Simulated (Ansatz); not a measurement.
## FeNi: how the free axis answers a strain

FeNi, P4/mmm, a = 2.468 Å, c = 3.533 Å. The structure is a Materials Project entry; whether it is the stable form wasn't checked. Ansatz: PBEsol, PAW, 420 eV, Γ-centred 16×16×12 mesh on 2 atoms, Gaussian smearing 0.10 eV; collinear spin, largest moment 2.5 μB. Series: uniaxial strain along c, with a, b and atoms relaxed; x is the strain in per cent. y is the change of a in per cent of 2.468 Å.

```tsv
x (%)	y (%)
-3.0	?
-2.0	0.79
-1.0	0.39
0.0	0.00
1.0	-0.37
2.0	-0.71
```

Fit y = c1 x + c2 x² to the other rows, say what c1 measures, and predict the missing y.

Least squares on the rows shown. y = −0.3760 x + 0.01000 x². So −c1 = 0.376 is Poisson's ratio for this pair of axes. At x = -3.0 the fit asked for gives 1.22 %. The run gave 1.20 %, so the fit is 0.02 % too high, a small miss on the scale of the series. The form still works here, 25 % of the fitted range beyond its end.

Only parallel moments were tried here.